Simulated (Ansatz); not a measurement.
An Ansatz (a program for electronic structure) run. Input:

Ansatz 0.2 input:
```yaml
crystal:
  lattice:
    - [2.9019875008, 0.0, 0.0]
    - [-1.4509937504, 2.5131948971, 0.0]
    - [0.0, 0.0, 4.5855204748]
  atoms:
    - { symbol: Ti, position: [0.3333333333, 0.6666666667, 0.75] }
    - { symbol: Ti, position: [0.6666666667, 0.3333333333, 0.25] }
kpoints:
  mp_grid: { grid: [34, 34, 19] }
hamiltonian:
  xc: pbesol
  pseudopotentials: { kind: paw }
scf:
  occupations: { method: fermi_dirac, width: 0.1 }
elastic: { mode: relaxed_ion, stencil: two_point, amplitude: 0.005, f_tol: 0.0005 }
```

Output (shortened):

```
Pseudopotentials: kind: paw
Pseudopotential: Ti, paw, valence charge 12
Functional definition: PBEsol
Crystal: 2 atoms, lattice volume = 33.443 Å³
Basis set: ecut = 420 eV, 627 PW (Γ), exchange–correlation on 40×40×64 points (8 copies of the dense FFT grid, shifted against one another)
Bands: 16, of which v1, the nominal top of the filled ones, is band 12 counted from 1 (11 counted from 0)
Symmetry: 24 space group operations
Space group: P63/mmc (ITA 194), of the structure as read, at distance tolerance 3.2e-5 Å
k-points: 1140 of 21964
PAW frozen core: Ti, regenerated for the run's functional, and the local potential with it
Initial wavefunctions: pseudopotential atomic-orbital guess
Eigensolver: davidson
Functional: x = pbesol(κ = 0.804, μ = 0.12345679012345678), c = pbesol(β = 0.046)
all-band conjugate gradients solve this SCF's bands
automatic band count: the SCF goes on with 20 bands, as 16 were too few: the levels above may hold too much charge
SCF 1 converged in 8 iterations: F = -4947.827967 eV  dr2 = 4.14e-15
Crystal: 2 atoms, lattice volume = 33.276 Å³
Bands: 20, of which v1, the nominal top of the filled ones, is band 12 counted from 1 (11 counted from 0)
Symmetry: 8 space group operations
k-points: 3070 of 21964
Initial density: handed on by an earlier stage of this run
Initial wavefunctions: pseudopotential atomic-orbital guess (no wavefunctions were taken with the density)
SCF 2 converged in 9 iterations: F = -4947.827344 eV  dr2 = 4.16e-16
relax step   1: F+E_penalty+E_count = -4947.82734356 eV  Δ(F+E_penalty+E_count) = +0.000e0 eV  max|allowed force component| = 1.418e-2 eV/Å  Δτ_max = 0.0000 Å  (9 SCF iters, accepted)
density extrapolation: transplant  |δρ|_rms = 2.998e-2 e/Å³  SAD shift = 1.369e-2 e/Å³
Crystal: 2 atoms, lattice volume = 33.276 Å³
Initial wavefunctions: those handed on with the density
SCF 3 converged in 7 iterations: F = -4947.827421 eV  dr2 = 3.53e-15
relax step   2: F+E_penalty+E_count = -4947.82742129 eV  Δ(F+E_penalty+E_count) = -7.773e-5 eV  max|allowed force component| = 3.582e-3 eV/Å  Δτ_max = 0.0044 Å  (7 SCF iters, accepted)
density extrapolation: transplant  |δρ|_rms = 2.998e-2 e/Å³  SAD shift = 4.629e-3 e/Å³
Crystal: 2 atoms, lattice volume = 33.276 Å³
SCF 4 converged in 6 iterations: F = -4947.827427 eV  dr2 = 2.71e-14
relax step   3: F+E_penalty+E_count = -4947.82742657 eV  Δ(F+E_penalty+E_count) = -5.272e-6 eV  max|allowed force component| = 1.687e-5 eV/Å  Δτ_max = 0.0015 Å  (6 SCF iters, accepted)
Crystal: 2 atoms, lattice volume = 33.276 Å³
SCF 5 converged in 10 iterations: F = -4947.827427 eV  dr2 = 1.90e-19
Crystal: 2 atoms, lattice volume = 33.611 Å³
SCF 6 converged in 8 iterations: F = -4947.827553 eV  dr2 = 7.59e-14
relax step   1: F+E_penalty+E_count = -4947.82755341 eV  Δ(F+E_penalty+E_count) = +0.000e0 eV  max|allowed force component| = 1.444e-2 eV/Å  Δτ_max = 0.0000 Å  (8 SCF iters, accepted)
density extrapolation: transplant  |δρ|_rms = 2.978e-2 e/Å³  SAD shift = 1.848e-2 e/Å³
Crystal: 2 atoms, lattice volume = 33.611 Å³
SCF 7 converged in 7 iterations: F = -4947.827635 eV  dr2 = 6.11e-15
relax step   2: F+E_penalty+E_count = -4947.82763512 eV  Δ(F+E_penalty+E_count) = -8.171e-5 eV  max|allowed force component| = 6.403e-4 eV/Å  Δτ_max = 0.0059 Å  (7 SCF iters, accepted)
density extrapolation: transplant  |δρ|_rms = 2.978e-2 e/Å³  SAD shift = 7.849e-4 e/Å³
Crystal: 2 atoms, lattice volume = 33.611 Å³
SCF 8 converged in 9 iterations: F = -4947.827635 eV  dr2 = 0.0
relax step   3: F+E_penalty+E_count = -4947.82763528 eV  Δ(F+E_penalty+E_count) = -1.620e-7 eV  max|allowed force component| = 2.636e-6 eV/Å  Δτ_max = 0.0003 Å  (9 SCF iters, accepted)
Crystal: 2 atoms, lattice volume = 33.611 Å³
SCF 9 converged in 12 iterations: F = -4947.827635 eV  dr2 = 0.0
density extrapolation: transplant  |δρ|_rms = 2.988e-2 e/Å³  SAD shift = 7.600e-3 e/Å³
Crystal: 2 atoms, lattice volume = 33.276 Å³
SCF 10 converged in 7 iterations: F = -4947.827126 eV  dr2 = 1.30e-15
density extrapolation: first-order (α = -2.000)  |δρ|_rms = 2.988e-2 e/Å³  SAD shift = 7.541e-3 e/Å³
Crystal: 2 atoms, lattice volume = 33.611 Å³
Basis set: ecut = 420 eV, 639 PW (Γ), exchange–correlation on 40×40×64 points (8 copies of the dense FFT grid, shifted against one another)
SCF 11 converged in 5 iterations: F = -4947.827774 eV  dr2 = 4.53e-14
Crystal: 2 atoms, lattice volume = 33.443 Å³
Symmetry: 4 space group operations
k-points: 5662 of 21964
SCF 12 converged in 9 iterations: F = -4947.827866 eV  dr2 = 3.96e-15
relax step   1: F+E_penalty+E_count = -4947.82786618 eV  Δ(F+E_penalty+E_count) = +0.000e0 eV  max|allowed force component| = 3.325e-5 eV/Å  Δτ_max = 0.0000 Å  (9 SCF iters, accepted)
Crystal: 2 atoms, lattice volume = 33.443 Å³
SCF 13 converged in 12 iterations: F = -4947.827866 eV  dr2 = 0.0
Crystal: 2 atoms, lattice volume = 33.443 Å³
SCF 14 converged in 9 iterations: F = -4947.827866 eV  dr2 = 3.57e-15
relax step   1: F+E_penalty+E_count = -4947.82786618 eV  Δ(F+E_penalty+E_count) = +0.000e0 eV  max|allowed force component| = 3.326e-5 eV/Å  Δτ_max = 0.0000 Å  (9 SCF iters, accepted)
Crystal: 2 atoms, lattice volume = 33.443 Å³
SCF 15 converged in 12 iterations: F = -4947.827866 eV  dr2 = 1.04e-19
SCF converged after 8 iterations
Free energy (F): -4947.827967 eV
Harris-Foulkes:  -4947.827967 eV  (|F-HF|=9.09e-13)
Internal energy: -4947.754041 eV  (E = F + TS)
E sigma→0 (E₀):  -4947.791004 eV
Entropy (-TS):   -0.073926 eV (-36.963 meV/atom)
Fermi energy:    13.839693 eV
--- Per-component energies (eV) ---
  E_band       = -299.914896
  E_kinetic    = 546.186193
  E_local      = -1584.919205  (includes V_loc(G=0)·N_el)
  E_nonlocal   = 18.832142
  E_hartree    = 652.461470
  E_xc         = -193.880003
  E_vxc        = -243.647943  (∫ρ·V_xc dr)
  E_paw        = -2045.146238  (= ΣΔE_a)
  E_vpaw       = -341.289237  (= ΣTr[D̂ρ^β])
  E_aug_tail   = 0.000211  (compensation charges beyond the density's cutoff)
  E_ewald      = -2341.567379
  E_core_change = 0.278769  (= ΣΔE_core)
  E_smearing   = -0.073926  (= −TS)
  E_closure    = 0.000000  (closes the sum)
  Σ components = -4947.827967   (vs F -4947.827967, Δ=0.00e0)
--- Forces (eV/Å), atoms counted from 1 ---
  atom   1  Ti     0.00000000     0.00000000     0.00000000
  atom   2  Ti     0.00000000     0.00000000     0.00000000
  max |Σ_I F_I| component: 1.11e-16 eV/Å
--- Stress (GPa, compression-positive) ---
        0.095978       0.000000       0.000000
        0.000000       0.095978       0.000000
        0.000000       0.000000       0.306875
  P = ⅓ Tr σ = 0.1663 GPa (1.663 kbar)
  The stress holds the Pulay correction. Without it, at fixed plane waves, as pw.x and ABINIT print it: P = 0.1558 GPa
  The stress includes an estimate of the error left by incomplete SCF convergence (largest component 0.0000 GPa).
--- Band table (eV; the first three rows and the last of 1140) ---
  k-point 0: bands = ["-42.6518", "-42.4861", "-19.4080", "-18.6820", "-18.6820", "-18.5867", "-18.5654", "-18.5654", "7.5873", "11.0793", "14.6551", "14.6551", "14.7626", "14.8099", "15.1912", "15.1912", "15.5496", "15.5496", "17.1910", "17.1910"]
  k-point 1: bands = ["-42.6507", "-42.4872", "-19.4026", "-18.6812", "-18.6812", "-18.5926", "-18.5662", "-18.5662", "7.6118", "11.0701", "14.6408", "14.6408", "14.7162", "14.7958", "15.1768", "15.1768", "15.5803", "15.5803", "17.1935", "17.1935"]
  k-point 2: bands = ["-42.6474", "-42.4907", "-19.3867", "-18.6789", "-18.6789", "-18.6100", "-18.5686", "-18.5686", "7.6849", "11.0401", "14.5887", "14.6044", "14.6044", "14.7543", "15.1352", "15.1352", "15.6652", "15.6652", "17.1992", "17.1992"]
  k-point 1139: bands = ["-42.4734", "-42.4729", "-19.2013", "-19.2000", "-19.0011", "-18.9791", "-18.7031", "-18.7014", "12.4823", "12.5147", "12.7744", "12.7900", "13.6604", "13.6734", "15.5562", "15.6813", "17.1991", "17.2160", "20.8464", "20.8849"]
  band table: 20 of 20 bands, residual norms ≤ 1.0e-3 eV
--- Elastic constants: 3 strain directions × 2 members + reference (group order 24) ---
  dense FFT box of the reference and of every strained cell: 20×20×32
  strains applied: 11, 33, 23; error gains …
  C = ∂σ_k/∂η_j (tension-positive GPa; Voigt order 11 22 33 23 13 12):
       167.346    104.030     82.750      0.000      0.000      0.000
       104.030    167.346     82.750      0.000      0.000      0.000
        82.976     82.976    198.272      0.000      0.000      0.000
         0.000      0.000      0.000     38.743      0.000      0.000
         0.000      0.000      0.000      0.000     38.743      0.000
         0.000      0.000      0.000      0.000      0.000     31.658
  reference stress σ⁰ (GPa):     -0.096     -0.096     -0.307      0.000      0.000      0.000
  moduli (Voigt/Reuss/Hill, GPa): K = 119.16/119.10/119.13   G = 39.38/37.70/38.54   E = 104.36   ν = 0.354
  mechanically stable: yes (min eigenvalue of sym C = 31.66 GPa)
  strain η (Voigt 11):  stress-route row diagonal C_11 = 167.35 GPa, energy-path curvature d²(F+E_count+ΔE)/dδ²/Ω₀ = 167.35 GPa
         δ    σ_11 (GPa)             F (eV)   n_scf  n_hpsi   n_pw
    -5.000e-3      -0.9470       -4947.8274266      10  1002830    677   relax 3 steps, max|allowed force component| 1.69e-5 eV/Å
     5.000e-3       0.7265       -4947.8276353      12  1123981    687   relax 3 steps, max|allowed force component| 2.64e-6 eV/Å
  strain η (Voigt 33):  stress-route row diagonal C_33 = 198.27 GPa, energy-path curvature d²(F+E_count+ΔE)/dδ²/Ω₀ = 198.27 GPa
         δ    σ_33 (GPa)             F (eV)   n_scf  n_hpsi   n_pw
    -5.000e-3      -1.3107       -4947.8271264       7  340719    677   relax 0 steps, max|allowed force component| 4.16e-16 eV/Å
     5.000e-3       0.6720       -4947.8277742       5  263200    683   relax 0 steps, max|allowed force component| 4.16e-16 eV/Å
  strain η (Voigt 23):  stress-route row diagonal C_44 = 38.74 GPa, energy-path curvature d²(F+E_count+ΔE)/dδ²/Ω₀ = 38.84 GPa
         δ    σ_23 (GPa)             F (eV)   n_scf  n_hpsi   n_pw
    -5.000e-3      -0.1937       -4947.8278662      12  2074024    681   relax 1 steps, max|allowed force component| 3.33e-5 eV/Å
     5.000e-3       0.1937       -4947.8278662      12  2073898    681   relax 1 steps, max|allowed force component| 3.33e-5 eV/Å
```

Cost: roughly 26 core-minutes on shared cores.

Space group P6_3/mmc (hcp (Mg type)). The PBEsol relaxation kept the symmetry of its start. No spin polarisation was allowed. As this level gives no gap, shear constants depend on the k-mesh and smearing (Fermi–Dirac, 0.1 eV here). Axis ratios of metals converge slowly with the k-mesh, so a and c are less sure than the volume. On the denser mesh and wider smearing of the elastic run this cell carries a stress of 0.3 GPa.

Potentials: the later of the program's two PAW sets.

Ansatz is a plane-wave DFT program.
